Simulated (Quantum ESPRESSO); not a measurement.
# Band energies of SrAlGeH at +2 % isotropic strain

```
SrAlGeH
1.0
    4.31692     0.00000     0.00000
   -2.15846     3.73857     0.00000
    0.00000     0.00000     4.92067
H Al Ge Sr
1 1 1 1
Direct
  0.00000   0.00000   0.10350
  0.00000   0.00000   0.46090
  0.66667   0.33333   0.56127
  0.33333   0.66667   0.00354
```

PBEsol (pw.x of Quantum ESPRESSO, ONCV potentials, scalar-relativistic); path ΓMKΓALHA,LM,KH; energies in eV from the valence-band maximum.

```csv
k (1/Å),point,band 10,band 11,band 12,band 13,band 14,band 15,band 16,band 17
0.00,Γ,-9.77,-4.55,-1.35,-0.70,-0.70,1.08,3.01,3.01
0.48,,-9.00,-5.30,-2.63,-1.25,-0.96,1.07,2.50,3.23
0.84,M,-8.11,-6.37,-3.10,-1.53,-0.60,0.58,2.15,2.80
1.08,,-8.00,-6.30,-3.24,-2.32,-0.60,1.16,2.42,2.95
1.33,K,-7.84,-6.28,-3.62,-2.56,-0.63,1.12,2.78,3.77
1.65,,-8.47,-5.77,-2.92,-2.36,-0.73,1.64,2.31,2.95
2.19,,-9.73,-4.58,-1.33,-0.98,-0.74,1.38,2.74,3.05
2.30,Γ,-9.77,-4.55,-1.35,-0.70,-0.70,1.08,3.01,3.01
2.72,,-9.36,-5.62,-0.40,-0.40,-0.40,1.37,1.97,1.97
2.93,A,-9.20,-5.95,-0.28,-0.28,0.00,1.18,1.78,1.78
3.25,,-8.97,-5.67,-2.41,-1.00,-0.68,1.49,2.73,3.06
3.77,L,-8.15,-5.73,-4.04,-1.85,-1.56,1.24,3.31,4.66
4.26,H,-7.88,-6.00,-3.85,-2.90,-1.24,2.10,3.78,4.84
4.74,,-8.67,-5.46,-3.38,-1.84,-1.04,2.13,3.29,3.42
5.23,A,-9.20,-5.95,-0.28,-0.28,0.00,1.18,1.78,1.78
5.23,L,-8.15,-5.73,-4.04,-1.85,-1.56,1.24,3.31,4.66
5.59,,-8.13,-6.17,-3.43,-1.66,-0.98,0.57,2.64,3.58
5.87,M,-8.11,-6.37,-3.10,-1.53,-0.60,0.58,2.15,2.80
5.87,K,-7.84,-6.28,-3.62,-2.56,-0.63,1.12,2.78,3.77
5.97,,-7.84,-6.26,-3.58,-2.67,-0.69,1.32,2.90,3.81
6.51,H,-7.88,-6.00,-3.85,-2.90,-1.24,2.10,3.78,4.84
```

The PBEsol gap is 0.49 eV; at least one edge lies off the plotted path, at a point of the SCF mesh. The smallest direct gap is 1.18 eV.

Spin-orbit splittings are left out.

Geometry strained from the cell relaxed with PBEsol, atoms relaxed again.

The structure is a Materials Project entry; no match was found in the copy of COD used, and its stability was not checked.
